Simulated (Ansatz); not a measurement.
Relaxed structure of H2 on the (101) surface of TiB2, one molecule per 49.4 Å² (the molecule's atoms stand last):

```yaml
crystal:
  lattice:
    - [6.00746, 0.00000, 0.00000]
    - [-3.00373, 8.21942, 0.00000]
    - [0.00000, 0.00000, 24.71293]
  atoms:
    - { symbol: B, position: [0.70847, 0.41694, 0.32372] }
    - { symbol: B, position: [0.70847, 0.91694, 0.32372] }
    - { symbol: B, position: [0.20847, 0.41694, 0.32372] }
    - { symbol: B, position: [0.20847, 0.91694, 0.32372] }
    - { symbol: Ti, position: [0.35016, 0.20032, 0.33730] }
    - { symbol: Ti, position: [0.35016, 0.70032, 0.33730] }
    - { symbol: Ti, position: [0.85016, 0.20032, 0.33730] }
    - { symbol: Ti, position: [0.85016, 0.70032, 0.33730] }
    - { symbol: B, position: [0.49185, 0.48371, 0.35088] }
    - { symbol: B, position: [0.49185, 0.98371, 0.35088] }
    - { symbol: B, position: [0.99185, 0.48371, 0.35088] }
    - { symbol: B, position: [0.99185, 0.98371, 0.35088] }
    - { symbol: B, position: [0.05863, 0.61726, 0.40521] }
    - { symbol: B, position: [0.05863, 0.11726, 0.40521] }
    - { symbol: B, position: [0.55863, 0.61726, 0.40521] }
    - { symbol: B, position: [0.55863, 0.11726, 0.40521] }
    - { symbol: Ti, position: [0.70032, 0.40065, 0.41879] }
    - { symbol: Ti, position: [0.70032, 0.90065, 0.41879] }
    - { symbol: Ti, position: [0.20032, 0.40065, 0.41879] }
    - { symbol: Ti, position: [0.20032, 0.90065, 0.41879] }
    - { symbol: B, position: [0.84202, 0.68403, 0.43237] }
    - { symbol: B, position: [0.84202, 0.18403, 0.43237] }
    - { symbol: B, position: [0.34202, 0.68403, 0.43237] }
    - { symbol: B, position: [0.34202, 0.18403, 0.43237] }
    - { symbol: B, position: [0.40858, 0.81737, 0.48771] }
    - { symbol: B, position: [0.40856, 0.31730, 0.48762] }
    - { symbol: B, position: [0.90863, 0.81735, 0.48771] }
    - { symbol: B, position: [0.90857, 0.31741, 0.48782] }
    - { symbol: Ti, position: [0.05022, 0.60079, 0.49974] }
    - { symbol: Ti, position: [0.05058, 0.10107, 0.49972] }
    - { symbol: Ti, position: [0.55002, 0.60039, 0.49977] }
    - { symbol: Ti, position: [0.55021, 0.10100, 0.49968] }
    - { symbol: B, position: [0.19258, 0.88530, 0.51524] }
    - { symbol: B, position: [0.19280, 0.38523, 0.51535] }
    - { symbol: B, position: [0.69258, 0.88526, 0.51522] }
    - { symbol: B, position: [0.69214, 0.38523, 0.51538] }
    - { symbol: B, position: [0.76030, 0.02060, 0.57314] }
    - { symbol: B, position: [0.76023, 0.52088, 0.57307] }
    - { symbol: B, position: [0.26005, 0.01996, 0.57316] }
    - { symbol: B, position: [0.26045, 0.52094, 0.57301] }
    - { symbol: Ti, position: [0.39926, 0.79866, 0.58119] }
    - { symbol: Ti, position: [0.39894, 0.29857, 0.58239] }
    - { symbol: Ti, position: [0.89920, 0.79866, 0.58120] }
    - { symbol: Ti, position: [0.89925, 0.29914, 0.58109] }
    - { symbol: B, position: [0.54794, 0.09556, 0.59252] }
    - { symbol: B, position: [0.54883, 0.59806, 0.59288] }
    - { symbol: B, position: [0.04743, 0.09548, 0.59253] }
    - { symbol: B, position: [0.04813, 0.59657, 0.59289] }
    - { symbol: H, position: [0.46171, 0.30363, 0.66178] }
    - { symbol: H, position: [0.32369, 0.29189, 0.66094] }
```

Method: DFT PBE+D3(BJ), scalar-relativistic, plane waves, PAW (Ansatz 0.2.0). Settings: cutoff 420 eV, Γ-centred mesh 4×3×1 on the computed 50-atom cell, Gaussian smearing of 0.10 eV; no spin polarisation. The cell repeats along c with a dipole correction in the vacuum.

The slab and the molecular layer are also computed alone at these places.

Q: How does the adsorption energy per molecule split into interaction and deformation?

A: E_ads = -0.465 eV: interaction of the rigid parts -0.519 eV, deformation of the slab +0.015 eV, deformation of the molecule with its lateral interactions +0.038 eV.

Q: How much charge moves across the plane at z = 15.49 Å, midway between slab and molecule?

A: About 0.02 electrons a cell move up to the molecule; half the integral of |Δρ| is 0.22 e.

Q: How does the density difference (whole less rigid parts, positive where electrons gather), summed over the plane, run along c?

A:
```json
{"z (Å)": "6.04", "Δρ (e/Å)": "0.000"}
{"z (Å)": "6.18", "Δρ (e/Å)": "0.000"}
{"z (Å)": "6.45", "Δρ (e/Å)": "0.001"}
{"z (Å)": "6.59", "Δρ (e/Å)": "0.001"}
{"z (Å)": "6.73", "Δρ (e/Å)": "0.001"}
{"z (Å)": "7.00", "Δρ (e/Å)": "0.001"}
{"z (Å)": "7.14", "Δρ (e/Å)": "0.000"}
{"z (Å)": "7.28", "Δρ (e/Å)": "0.000"}
{"z (Å)": "7.55", "Δρ (e/Å)": "-0.001"}
{"z (Å)": "7.69", "Δρ (e/Å)": "-0.002"}
{"z (Å)": "7.83", "Δρ (e/Å)": "-0.003"}
{"z (Å)": "8.10", "Δρ (e/Å)": "-0.001"}
{"z (Å)": "8.24", "Δρ (e/Å)": "0.003"}
{"z (Å)": "8.51", "Δρ (e/Å)": "0.001"}
{"z (Å)": "8.65", "Δρ (e/Å)": "-0.002"}
{"z (Å)": "8.79", "Δρ (e/Å)": "-0.003"}
{"z (Å)": "9.06", "Δρ (e/Å)": "-0.001"}
{"z (Å)": "9.20", "Δρ (e/Å)": "0.000"}
{"z (Å)": "9.34", "Δρ (e/Å)": "0.000"}
{"z (Å)": "9.61", "Δρ (e/Å)": "0.000"}
{"z (Å)": "9.75", "Δρ (e/Å)": "0.000"}
{"z (Å)": "9.89", "Δρ (e/Å)": "0.000"}
{"z (Å)": "10.16", "Δρ (e/Å)": "0.000"}
{"z (Å)": "10.30", "Δρ (e/Å)": "0.001"}
{"z (Å)": "10.43", "Δρ (e/Å)": "0.001"}
{"z (Å)": "10.71", "Δρ (e/Å)": "0.001"}
{"z (Å)": "10.85", "Δρ (e/Å)": "0.001"}
{"z (Å)": "10.98", "Δρ (e/Å)": "0.001"}
{"z (Å)": "11.26", "Δρ (e/Å)": "0.000"}
{"z (Å)": "11.40", "Δρ (e/Å)": "-0.001"}
{"z (Å)": "11.53", "Δρ (e/Å)": "-0.002"}
{"z (Å)": "11.81", "Δρ (e/Å)": "-0.003"}
{"z (Å)": "11.94", "Δρ (e/Å)": "-0.003"}
{"z (Å)": "12.08", "Δρ (e/Å)": "0.001"}
{"z (Å)": "12.36", "Δρ (e/Å)": "0.010"}
{"z (Å)": "12.49", "Δρ (e/Å)": "0.007"}
{"z (Å)": "12.77", "Δρ (e/Å)": "-0.003"}
{"z (Å)": "12.91", "Δρ (e/Å)": "-0.005"}
{"z (Å)": "13.04", "Δρ (e/Å)": "-0.006"}
{"z (Å)": "13.32", "Δρ (e/Å)": "-0.007"}
{"z (Å)": "13.45", "Δρ (e/Å)": "-0.003"}
{"z (Å)": "13.59", "Δρ (e/Å)": "0.004"}
{"z (Å)": "13.87", "Δρ (e/Å)": "0.015"}
{"z (Å)": "14.00", "Δρ (e/Å)": "0.005"}
{"z (Å)": "14.14", "Δρ (e/Å)": "-0.008"}
{"z (Å)": "14.42", "Δρ (e/Å)": "-0.008"}
{"z (Å)": "14.55", "Δρ (e/Å)": "-0.015"}
{"z (Å)": "14.69", "Δρ (e/Å)": "-0.040"}
{"z (Å)": "14.97", "Δρ (e/Å)": "-0.062"}
{"z (Å)": "15.10", "Δρ (e/Å)": "-0.034"}
{"z (Å)": "15.24", "Δρ (e/Å)": "0.009"}
{"z (Å)": "15.51", "Δρ (e/Å)": "0.098"}
{"z (Å)": "15.65", "Δρ (e/Å)": "0.129"}
{"z (Å)": "15.79", "Δρ (e/Å)": "0.144"}
{"z (Å)": "16.06", "Δρ (e/Å)": "0.111"}
{"z (Å)": "16.20", "Δρ (e/Å)": "0.059"}
{"z (Å)": "16.34", "Δρ (e/Å)": "-0.003"}
{"z (Å)": "16.61", "Δρ (e/Å)": "-0.082"}
{"z (Å)": "16.75", "Δρ (e/Å)": "-0.086"}
{"z (Å)": "17.02", "Δρ (e/Å)": "-0.062"}
{"z (Å)": "17.16", "Δρ (e/Å)": "-0.048"}
{"z (Å)": "17.30", "Δρ (e/Å)": "-0.036"}
{"z (Å)": "17.57", "Δρ (e/Å)": "-0.018"}
{"z (Å)": "17.71", "Δρ (e/Å)": "-0.013"}
{"z (Å)": "17.85", "Δρ (e/Å)": "-0.009"}
{"z (Å)": "18.12", "Δρ (e/Å)": "-0.004"}
{"z (Å)": "18.26", "Δρ (e/Å)": "-0.003"}
{"z (Å)": "18.40", "Δρ (e/Å)": "-0.002"}
{"z (Å)": "18.67", "Δρ (e/Å)": "-0.001"}
{"z (Å)": "18.81", "Δρ (e/Å)": "-0.001"}
```

Cost: 6 runs of about 2.6 core-hours in all, on Intel Xeon Platinum 8488C (Sapphire Rapids) (shared hosts).